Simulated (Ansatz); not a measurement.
Relaxed-ion elastic tensor of Cu (fcc (Cu type), Fm-3m) in GPa (Voigt order), DFT-r²SCAN in the program Ansatz with PAW potentials; density 9.22 g/cm³, 11.44 Å³ per atom.

```
 202   144   144   0.0   0.0   0.0
 144   202   144   0.0   0.0   0.0
 144   144   202   0.0   0.0   0.0
 0.0   0.0   0.0  91.8   0.0   0.0
 0.0   0.0   0.0   0.0  91.8   0.0
 0.0   0.0   0.0   0.0   0.0  91.8
```

### Question
Is the crystal mechanically stable?

### Answer
Yes: the smallest eigenvalue of C is 58.1 GPa.

### Question
Work out the Voigt, Reuss and Hill averages.

### Answer
K_V = 163, K_R = 163, K_H = 163; G_V = 66.7, G_R = 49.3, G_H = 58.0 GPa.

### Question
Give Young's modulus, Poisson's ratio, Pugh's ratio and the universal anisotropy index.

### Answer
E = 9KG/(3K + G) = 156 GPa; ν = 0.34; K/G = 2.81 (ductile by the Pugh limit of 1.75); A_U = 5G_V/G_R + K_V/K_R − 6 = 1.77.

### Question
Estimate the sound speeds and the Debye temperature.

### Answer
v_l = √((K + 4G/3)/ρ) = 5100 m/s, v_t = √(G/ρ) = 2510 m/s, mean 2820 m/s; Θ = (h/k)(3n/4πV)^(1/3) v_m = 372 K.

### Question
Give the Zener ratio and Young's modulus along [100], [110] and [111].

### Answer
A = 2C44/(C11 − C12) = 3.16; 1/E = S11 − 2(S11 − S12 − S44/2)Γ with Γ = 0, 1/4, 1/3 gives 82.3, 159, 232 GPa.

### Question
Solve the Christoffel equation for the three sound speeds along [100], [110], [111].

### Answer
Eigenvalues of C_ijkl n_j n_l equal ρv². In km/s, slowest first: [100] 3.16, 3.16, 4.68; [110] 1.78, 3.16, 5.35; [111] 2.33, 2.33, 5.56.

The cell was relaxed with r²SCAN under the symmetry of its start. The run is not spin-polarised. As this level gives no gap, shear constants depend on the k-mesh and smearing (Fermi–Dirac, 0.1 eV here).

Potentials: the later of the program's two PAW sets.
